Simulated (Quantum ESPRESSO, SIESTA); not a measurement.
Given: the input of a run of SIESTA 5.4.2 on CsLiCr2Te2S3. Atoms were shifted at random by some hundredths of an Å from the given cell, which wasn't relaxed again for these runs. The cell comes from a database or a generator and needn't be the stable form of this composition.

The input CsLiCr2Te2S3.fdf:

```
SystemName                      CsLiCr2Te2S3
SystemLabel                     CsLiCr2Te2S3
NumberOfSpecies                 5
NumberOfAtoms                   9
%block ChemicalSpeciesLabel
  1  55 Cs
  2   3 Li
  3  24 Cr
  4  52 Te
  5  16 S
%endblock ChemicalSpeciesLabel

LatticeConstant                 1.0 Ang
%block LatticeVectors
     3.4216200000    -5.1806900000     0.0078400000
     3.4216200000     5.1806900000     0.0078400000
    -2.9041100000     0.0000000000     7.4309300000
%endblock LatticeVectors
AtomicCoordinatesFormat         Fractional
%block AtomicCoordinatesAndAtomicSpecies
     0.0853380000     0.0862210000     0.0051640000  1  Cs
     0.5839220000     0.5858820000     0.5585590000  2  Li
     0.0636530000     0.4723630000     0.5622920000  3  Cr
     0.4696150000     0.0589730000     0.5565960000  3  Cr
     0.5627070000     0.8667330000     0.2845050000  4  Te
     0.8733070000     0.5635280000     0.2953300000  4  Te
     0.8115810000     0.3888590000     0.7298580000  5  S
     0.3964890000     0.8169270000     0.7336650000  5  S
     0.2064220000     0.2110570000     0.4826190000  5  S
%endblock AtomicCoordinatesAndAtomicSpecies

%block kgrid.MonkhorstPack
    5   0   0  0.0
    0   5   0  0.0
    0   0   4  0.0
%endblock kgrid.MonkhorstPack
XC.Functional                   GGA
XC.Authors                      PBE
PAO.BasisSize                   DZP
PAO.EnergyShift                 0.003 Ry
Mesh.Cutoff                     800 Ry
Spin                            polarized
%block DM.InitSpin
    1   0.000
    2   0.000
    3   3.000
    4   3.000
    5   0.000
    6   0.000
    7   0.000
    8   0.000
    9   0.000
%endblock DM.InitSpin
OccupationFunction              FD
ElectronicTemperature           0.05 eV
MaxSCFIterations                200
SCF.MustConverge                false
SCF.Mixer.Method                Pulay
SCF.Mixer.Weight                0.1
SCF.Mixer.History               10
SCF.DM.Tolerance                5.0e-05
SCF.H.Tolerance                 1.0e-03 eV
WriteForces                     true
Charge.Mulliken                 end
%block PAO.PolarizationScheme
  Li non-perturbative
%endblock PAO.PolarizationScheme
%block PAO.Basis
  Cs 5
  n=5 0 2
    4.696 0.000
  n=6 0 2
    9.500 0.000
  n=5 1 2
    5.738 0.000
  n=6 1 1
    9.500
  n=5 2 1
    7.000
  Li 3
  n=1 0 2
    2.782 0.000
  n=2 0 2
    9.500 0.000
  n=2 1 1
    9.500
  Cr 5
  n=3 0 2
    2.885 0.000
  n=4 0 2
    8.703 0.000
  n=3 1 2
    3.267 0.000
  n=4 1 1
    8.703
  n=3 2 2
    6.381 0.000
  Te 4
  n=5 0 2
    5.635 0.000
  n=5 1 2
    7.297 0.000
  n=4 2 2
    3.260 0.000
  n=5 2 1
    7.297
%endblock PAO.Basis
Diag.ParallelOverK              true
```

Potentials or basis: PseudoDojo 0.4 standard (PBE files), converted to PSML, two zetas on semicore shells, DZP (energy shift 0.003 Ry; two zetas on semicore shells; d shell added on Cs).

Run with:

```sh
$ mpirun -n 4 siesta CsLiCr2Te2S3.fdf > CsLiCr2Te2S3.out 2>&1
```

Set up the same calculation for Quantum ESPRESSO 7.5. Potentials or basis there: SSSP 1.3 efficiency PBE, cutoff 748 eV.

As run (cutoffs and basis follow the program's own potentials, and thresholds, step limits or extra output files can differ):

File pw.in:

```
&CONTROL
  calculation = 'scf'
  prefix = 'pwscf'
  outdir = './tmp'
  pseudo_dir = './pseudo'
  tprnfor = .true.
  tstress = .true.
  disk_io = 'nowf'
/
&SYSTEM
  ibrav = 0
  nat = 9
  ntyp = 5
  ecutwfc = 55
  ecutrho = 440
  nbnd = 49
  occupations = 'smearing'
  smearing = 'fd'
  degauss = 0.00367493
  nspin = 2
  starting_magnetization(1) = 0
  starting_magnetization(2) = 0
  starting_magnetization(3) = 0.2143
  starting_magnetization(4) = 0
  starting_magnetization(5) = 0
/
&ELECTRONS
  conv_thr = 1.8d-09
  electron_maxstep = 120
  mixing_beta = 0.3
/
ATOMIC_SPECIES
Cs   132.9055 Cs_pbe_v1.uspp.F.UPF
Li     6.9400 li_pbe_v1.4.uspp.F.UPF
Cr    51.9961 cr_pbe_v1.5.uspp.F.UPF
Te   127.6000 Te_pbe_v1.uspp.F.UPF
S     32.0600 s_pbe_v1.4.uspp.F.UPF
CELL_PARAMETERS angstrom
   3.4216200000   -5.1806900000    0.0078400000
   3.4216200000    5.1806900000    0.0078400000
  -2.9041100000    0.0000000000    7.4309300000
ATOMIC_POSITIONS crystal
Cs     0.0853380000    0.0862210000    0.0051640000
Li     0.5839220000    0.5858820000    0.5585590000
Cr     0.0636530000    0.4723630000    0.5622920000
Cr     0.4696150000    0.0589730000    0.5565960000
Te     0.5627070000    0.8667330000    0.2845050000
Te     0.8733070000    0.5635280000    0.2953300000
S      0.8115810000    0.3888590000    0.7298580000
S      0.3964890000    0.8169270000    0.7336650000
S      0.2064220000    0.2110570000    0.4826190000
K_POINTS automatic
5 5 4 0 0 0
```

Potentials or basis: SSSP 1.3 efficiency PBE.

Launch:

```sh
$ OMP_NUM_THREADS=1 mpirun -n 4 pw.x -nk 2 -in pw.in > pw.out
```

Both were run:

|  | SIESTA | Quantum ESPRESSO |
| --- | --- | --- |
| Pressure | 0.7 GPa | 0.3 GPa |
| Net moment | 4.04 μB per cell | 4.03 μB per cell |
| Energy over the undisturbed cell | 3.4 meV/atom | 3.2 meV/atom |

The potentials hold 90 and 70 valence electrons a cell.

The magnetic state is the one that the start led to; the real crystal's order can differ.

Pressure is positive in compression.
